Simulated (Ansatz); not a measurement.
## Property card for SiBi₂O₅

SiBi$_{2}$O$_{5}$:
```xyz
16
Lattice="7.5754 -2.7411 0.0000 7.5754 2.7411 0.0000 0.0000 0.0000 5.3061" Properties=species:S:1:pos:R:3 pbc="T T T"
Si     7.5754    -0.9912     3.9796
Si     7.5754     0.9912     1.3265
Bi     5.0734    -1.5530     1.3265
Bi    10.0775     1.5530     3.9796
Bi    10.0775    -1.5530     1.3265
Bi     5.0734     1.5530     3.9796
O      3.7810     0.0000     0.0000
O     11.3698     0.0000     2.6531
O     11.3698     0.0000     0.0000
O      3.7810     0.0000     2.6531
O      6.1832    -1.7936     3.9796
O      8.9676     1.7936     1.3265
O      8.9676    -1.7936     3.9796
O      6.1832     1.7936     1.3265
O      7.5754     0.0000     0.0000
O      7.5754     0.0000     2.6531
```

Space group Cmcm (No. 63); conventional cell a = 15.151 Å, b = 5.482 Å, c = 5.306 Å, α = β = γ = 90.00°.

Method: the program Ansatz at the r²SCAN level (PAW). Geometry: relaxed at this level of theory. Other levels are named where they apply.

### Cell and energy

- Volume per atom = 13.77 Å³
- Density = 7.93 g/cm³
- Formation energy from the elements (no fitted shifts) = -188 kJ/mol of atoms

### Electronic structure

* **Band gap**: 3.29 eV (indirect)
* **Valence-band maximum**: on the Γ–Z line, 33 % of the way from Γ (k = 0.000, 0.000, 0.167 in fractions of the reciprocal vectors)
* **Conduction-band minimum**: at Y (k = 0.500, 0.500, 0.000 in fractions of the reciprocal vectors)
* **Smallest direct gap on the standard path**: 3.34 eV
* **Electron effective mass**: 0.39, 0.41, 1.8 mₑ (principal values)
* **Electron effective mass with spin–orbit coupling**: 0.47, 0.48, 1.4 mₑ (principal values)
* **Hole effective mass**: 0.64, 2.2, 4.4 mₑ (principal values)
* **Hole effective mass with spin–orbit coupling**: 0.65, 2.2, 3.9 mₑ (principal values)
* **HSE06 gap on the r²SCAN cell**: 4.03 eV
* **Gap with spin–orbit coupling**: 2.90 eV

### Mechanics

- Bulk modulus (Birch–Murnaghan fit) = 103 GPa
- Pressure derivative B′ = 5.6

### Charges

- Bader charges: Si +3.32, Bi +2.00, O -1.71 to -1.23 e

The start of the workflow was typed in or built on a structure type; neither database checked (COD, Materials Project) lists it. Its standing as an ambient phase is unchecked. The cell was relaxed with r²SCAN under the symmetry of its start; its stability against distortions is not shown here. The references are the lowest solids computed at this level, not always the standard phases (solids in place of the gases). Scalar-relativistic: spin–orbit coupling is off unless named, which matters more the heavier the elements.

Potentials: the earlier of the program's two PAW sets. The files were generated under PBE; for other functionals the program regenerates the frozen cores, and for LDA and PBEsol the local potential too.
